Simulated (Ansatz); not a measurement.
# Ag under compression and expansion

```cif
data_structure
_symmetry_space_group_name_H-M 'P6_3/mmc'
_symmetry_Int_Tables_number 194
_cell_length_a 2.9300
_cell_length_b 2.9300
_cell_length_c 4.7900
_cell_angle_alpha 90.000
_cell_angle_beta 90.000
_cell_angle_gamma 120.000
_cell_volume 35.61
loop_
_atom_site_label
_atom_site_type_symbol
_atom_site_symmetry_multiplicity
_atom_site_Wyckoff_symbol
_atom_site_fract_x
_atom_site_fract_y
_atom_site_fract_z
_atom_site_occupancy
Ag1 Ag 2 c 0.33333 0.66667 0.25000 1
```

The runs use the primitive cell with vectors (2.930, 0.000, 0.000), (-1.465, 2.537, 0.000), (0.000, 0.000, 4.790) Å, to which the k mesh refers.

The geometry is COD entry 1509145, unchecked; take it as a test cell.

All numbers are computed: DFT, LDA, all-electron LAPW, scalar-relativistic (Ansatz 0.2.0); DFT, LDA, PAW with Ansatz's default frozen-core files, scalar-relativistic (Ansatz 0.2.0).

For LAPW: a Γ-centred 14×14×8 k mesh, Fermi–Dirac smearing of 0.05 eV, basis error target 0.25 meV/atom, no spin polarisation. PAW takes a cutoff of 420 eV at this cell (files made with PBE, cores remade for this functional). The Ansatz runs share mesh, smearing and spin set-up. Plane-wave (PAW) pressures include the program's estimate of the Pulay term.

The cell above is scaled evenly, with fractional coordinates and shape held.

| V/V(cell) | V (Å³/atom) | P, LAPW (GPa) | P, PAW (GPa) | free energy over the lowest listed, PAW (meV/atom) |
| --- | --- | --- | --- | --- |
| 0.9400 | 16.738 | -5.04 | -5.04 | 0.0 |
| 0.9600 | 17.094 | ? | ? | ? |
| 0.9800 | 17.450 | -9.02 | -9.02 | 31.7 |
| 0.9900 | 17.628 | -9.84 | -9.84 | 42.2 |
| 1.0000 | 17.806 | -10.60 | -10.59 | 53.5 |
| 1.0100 | 17.984 | -11.30 | -11.29 | 65.7 |
| 1.0200 | 18.162 | -11.95 | -11.94 | 78.6 |
| 1.0400 | 18.518 | -13.09 | -13.09 | 106.5 |
| 1.0600 | 18.875 | -14.06 | -14.06 | 136.7 |

(1) Fill in the row V/V(cell) = 0.9600.

Results:

(1) P, LAPW (GPa) = -7.18, P, PAW (GPa) = -7.18, free energy over the lowest listed, PAW (meV/atom) = 13.6.
